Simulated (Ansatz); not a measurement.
**Structures of ScBr: which is lowest?**

Plane-wave DFT in Ansatz with scalar-relativistic PAW potentials, cutoff 420 eV, Γ-centred meshes chosen by cell and gap, Gaussian smearing with energies taken to zero width. Every cell was relaxed (cell and atoms) in a run of its own, within the symmetry of its start. Functional: PBE.

Relaxed structures (starts from databases or built by putting these elements on another compound's sites):
A. P-6m2, 2 atoms in the computed cell, a = 3.498 Å, c = 4.019 Å; sites (symmetry × multiplicity) Sc -6m2 × 1, Br -6m2 × 1; start: built
B. Pm-3m, 2 atoms in the computed cell, a = 3.432 Å; sites (symmetry × multiplicity) Sc m-3m × 1, Br m-3m × 1; start: built

Rank them by energy. Could pressure change the order?

```csv
structure,group,E − E(lowest) (meV/atom),V (Å³/atom),gap on mesh (eV)
A,P-6m2,0.0,21.30,0.00
B,Pm-3m,280,20.21,0.00
```

A is lowest, 280 meV/atom under B. B is denser by 1.09 Å³/atom, so pressure favours it: ΔE/ΔV, with ΔE in eV and 1 eV/Å³ = 160.2 GPa, gives about 41 GPa for equal enthalpy if both cells were rigid; at such pressures compression changes ΔV much, so this is a scale only. Other structures may lie lower than all of these, and vibrations aren't counted.